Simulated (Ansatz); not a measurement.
Relaxation of a relaxed HgTe cell, doubled along one cell vector, shaken by Gaussian noise of σ = 0.08 Å a coordinate; 8 atoms in the cell, which starts as P1 (No. 1), aP8; a = b = 4.835 Å, c = 14.796 Å, α = β = 82.07°, γ = 62.89°. All values below come from PBE (plane waves to 420 eV, PAW, scalar-relativistic; Ansatz, an electronic-structure program). Γ-centred k-mesh 6×6×2 on the run's cell (coarser than for final values), Fermi–Dirac smearing 0.05 eV. This is the first round of the run. 

The optimiser's lines from the output (shortened; P is positive under compression):

```
relax step   1: F+E_penalty+E_count = -83182.69962305 eV  Δ(F+E_penalty+E_count) = +0.000e0 eV  max|allowed force component| = 1.196e0 eV/Å  Δτ_max = 0.0000 Å  P = +1.064 GPa  Ω = 303.872 Å³  (10 SCF iters, dr2 threshold 1.00e-7 eV, accepted)
relax step   2: F+E_penalty+E_count = -83182.86076967 eV  Δ(F+E_penalty+E_count) = -1.611e-1 eV  max|allowed force component| = 7.410e-1 eV/Å  Δτ_max = 0.1947 Å  P = -0.206 GPa  Ω = 306.526 Å³  (8 SCF iters, dr2 threshold 8.00e-7 eV, accepted)
relax step   3: F+E_penalty+E_count = -83182.98119327 eV  Δ(F+E_penalty+E_count) = -1.204e-1 eV  max|allowed force component| = 2.333e-2 eV/Å  Δτ_max = 0.0866 Å  P = +0.065 GPa  Ω = 302.855 Å³  (7 SCF iters, dr2 threshold 8.00e-7 eV, accepted)
relax step   4: F+E_penalty+E_count = -83182.98615665 eV  Δ(F+E_penalty+E_count) = -4.963e-3 eV  max|allowed force component| = 3.300e-2 eV/Å  Δτ_max = 0.0941 Å  P = -0.043 GPa  Ω = 303.012 Å³  (8 SCF iters, dr2 threshold 6.07e-8 eV, accepted)
relax step   5: F+E_penalty+E_count = -83182.98852016 eV  Δ(F+E_penalty+E_count) = -2.364e-3 eV  max|allowed force component| = 2.162e-2 eV/Å  Δτ_max = 0.0183 Å  P = -0.004 GPa  Ω = 301.686 Å³  (6 SCF iters, dr2 threshold 6.81e-8 eV, accepted)
relax step   6: F+E_penalty+E_count = -83183.04187864 eV  Δ(F+E_penalty+E_count) = -5.336e-2 eV  max|allowed force component| = 1.735e-1 eV/Å  Δτ_max = 0.1951 Å  P = +0.165 GPa  Ω = 289.868 Å³  (9 SCF iters, dr2 threshold 2.92e-8 eV, accepted)
relax step   7: F+E_penalty+E_count = -83183.13874715 eV  Δ(F+E_penalty+E_count) = -9.687e-2 eV  max|allowed force component| = 2.715e-1 eV/Å  Δτ_max = 0.1947 Å  P = +0.499 GPa  Ω = 279.855 Å³  (7 SCF iters, dr2 threshold 8.00e-7 eV, accepted)
relax step   8: F+E_penalty+E_count = -83183.20858504 eV  Δ(F+E_penalty+E_count) = -6.984e-2 eV  max|allowed force component| = 3.831e-1 eV/Å  Δτ_max = 0.1941 Å  P = +0.897 GPa  Ω = 276.076 Å³  (7 SCF iters, dr2 threshold 8.00e-7 eV, accepted)
relax step   9: F+E_penalty+E_count = -83183.34704172 eV  Δ(F+E_penalty+E_count) = -1.385e-1 eV  max|allowed force component| = 3.622e-1 eV/Å  Δτ_max = 0.1951 Å  P = -0.250 GPa  Ω = 289.634 Å³  (7 SCF iters, dr2 threshold 8.00e-7 eV, accepted)
relax step  10: F+E_penalty+E_count = -83183.49140234 eV  Δ(F+E_penalty+E_count) = -1.444e-1 eV  max|allowed force component| = 2.720e-1 eV/Å  Δτ_max = 0.2000 Å  P = -0.351 GPa  Ω = 292.089 Å³  (9 SCF iters, dr2 threshold 8.00e-7 eV, accepted)
relax step  11: F+E_penalty+E_count = -83183.64083281 eV  Δ(F+E_penalty+E_count) = -1.494e-1 eV  max|allowed force component| = 2.063e-1 eV/Å  Δτ_max = 0.2000 Å  P = -0.258 GPa  Ω = 293.011 Å³  (9 SCF iters, dr2 threshold 8.00e-7 eV, accepted)
relax step  12: F+E_penalty+E_count = -83183.74416845 eV  Δ(F+E_penalty+E_count) = -1.033e-1 eV  max|allowed force component| = 1.276e-1 eV/Å  Δτ_max = 0.1955 Å  P = -0.066 GPa  Ω = 292.683 Å³  (7 SCF iters, dr2 threshold 8.00e-7 eV, accepted)
relax step  13: F+E_penalty+E_count = -83183.81904623 eV  Δ(F+E_penalty+E_count) = -7.488e-2 eV  max|allowed force component| = 4.419e-2 eV/Å  Δτ_max = 0.2000 Å  P = -0.008 GPa  Ω = 294.185 Å³  (7 SCF iters, dr2 threshold 8.00e-7 eV, accepted)
relax step  14: F+E_penalty+E_count = -83183.83238669 eV  Δ(F+E_penalty+E_count) = -1.334e-2 eV  max|allowed force component| = 1.207e-2 eV/Å  Δτ_max = 0.1055 Å  P = -0.002 GPa  Ω = 294.482 Å³  (7 SCF iters, dr2 threshold 1.22e-7 eV, accepted)
relax step  15: F+E_penalty+E_count = -83183.83368225 eV  Δ(F+E_penalty+E_count) = -1.296e-3 eV  max|allowed force component| = 4.862e-3 eV/Å  Δτ_max = 0.0328 Å  P = -0.001 GPa  Ω = 294.508 Å³  (7 SCF iters, dr2 threshold 9.11e-9 eV, accepted)
relax step  16: F+E_penalty+E_count = -83183.83349530 eV  Δ(F+E_penalty+E_count) = +1.869e-4 eV  max|allowed force component| = 2.354e-2 eV/Å  Δτ_max = 0.0174 Å  P = +0.010 GPa  Ω = 294.433 Å³  (9 SCF iters, rejected (line search))
relax step  17: F+E_penalty+E_count = -83183.83378263 eV  Δ(F+E_penalty+E_count) = -1.004e-4 eV  max|allowed force component| = 5.173e-3 eV/Å  Δτ_max = 0.0085 Å  P = -0.001 GPa  Ω = 294.518 Å³  (9 SCF iters, accepted)
relax step  18: F+E_penalty+E_count = -83183.83228574 eV  Δ(F+E_penalty+E_count) = +1.497e-3 eV  max|allowed force component| = 5.434e-3 eV/Å  Δτ_max = 0.0000 Å  P = -0.010 GPa  Ω = 294.518 Å³  stress off target by 1.98e-2 GPa  SCF on the basis re-selected at this cell (its energy is not comparable with the rows above)  (8 SCF iters)
```

From the first to the last row the energy changes by -0.14 eV/atom and the volume by -3.1 %. The last row is marked as not comparable with the walk above it, whose basis was carried along; it does compare with step 1, since both stand on a basis selected at the nominal cutoff for their own cell.

Step 16 was rejected by the optimiser.

Later rounds, restarted from the end of this one on a renewed k-mesh, logged 3 more steps and released under 0.01 eV/atom more. The final structure after all rounds: F-43m (No. 216), cF8, zinc blende type; a = 6.6503 Å, b = 6.6503 Å, c = 6.6503 Å, α = 90.00°, β = 90.00°, γ = 90.00°. Between re-selections the logged energies stand on a plane-wave basis carried along with the cell. No spin polarisation in the result.

Of the parent cell (C2/c (No. 15)): it is a generated cell of HgTe: the first start was made by placing the elements on the sites of a structure type, and the end was not matched to a known phase here, so it may be hypothetical. Known forms of HgTe include space group No. 216.
